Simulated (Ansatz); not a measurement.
# Relaxation path: NbTe (CsCl type)

DFT, PBEsol, PAW with Ansatz's default frozen-core files, scalar-relativistic (Ansatz 0.2.0); a Γ-centred 12×12×12 k mesh, Fermi–Dirac smearing of 0.1 eV, no spin polarisation. The run relaxes cell and atoms at a target pressure of 0 GPa.

Command: `ansatz run input.yaml --threads 1 --pin off --max-ram 2048MiB --backend cpu --events-out ev --progress --plain --runs-dir out` It took 5.2 s on 1 thread of AMD EPYC 9R45 96-Core Processor (Zen 5), with other jobs on the host, peak memory 0.43 GiB.

PAW: frozen-core files, cutoff 420 eV; forces are relaxed below 0.005 eV/Å.

Each step lists its free energy a cell above the last geometry, the pressure, the cell vectors (Å), and Cartesian positions (Å) with forces (eV/Å).

The first step:

```
step 1  dF = 340.69 meV  P = 26.0 GPa
  cell 3.2404 0.0000 0.0000  0.0000 3.2404 0.0000  0.0000 0.0000 3.2404
  Nb 0.0000 0.0000 0.0000   0.0000 0.0000 0.0000
  Te 1.6202 1.6202 1.6202   0.0000 0.0000 0.0000
```

Spin–orbit coupling is left out, which matters for the heavy atoms. The PAW files were made under PBE.

The symmetry of the start is kept and no stability test is made, so the end need not be the stable phase.

**Question.** Where does the relaxation end, and by which steps?

**Answer.** After 4 geometries, with conventional a, b, c = 3.385, 3.385, 3.385 Å, at 19.391 Å³/atom (+13.98 % against the start) in space group Pm-3m, with a shortest distance of 2.931 Å. The further steps:
```
step 2  dF = 2.60 meV  P = -1.70 GPa
  cell 3.3983 0.0000 0.0000  0.0000 3.3983 0.0000  0.0000 0.0000 3.3983
  Nb 0.0000 0.0000 0.0000   0.0000 0.0000 0.0000
  Te 1.6992 1.6992 1.6992   0.0000 0.0000 0.0000
step 3  dF = 0.14 meV  P = -0.37 GPa
  cell 3.3877 0.0000 0.0000  0.0000 3.3877 0.0000  0.0000 0.0000 3.3877
  Nb 0.0000 0.0000 0.0000   0.0000 0.0000 0.0000
  Te 1.6939 1.6939 1.6939   0.0000 0.0000 0.0000
step 4  dF = 0.00 meV  P = 0.01 GPa
  cell 3.3849 0.0000 0.0000  0.0000 3.3849 0.0000  0.0000 0.0000 3.3849
  Nb 0.0000 0.0000 0.0000   0.0000 0.0000 0.0000
  Te 1.6924 1.6924 1.6924   0.0000 0.0000 0.0000
step 5  dF = -1.07 meV  P = 0.00 GPa  (same geometry on a basis chosen anew; earlier energies don't compare to the last digit)
  cell 3.3849 0.0000 0.0000  0.0000 3.3849 0.0000  0.0000 0.0000 3.3849
  Nb 0.0000 0.0000 0.0000   0.0000 0.0000 0.0000
  Te 1.6924 1.6924 1.6924   0.0000 0.0000 0.0000
```
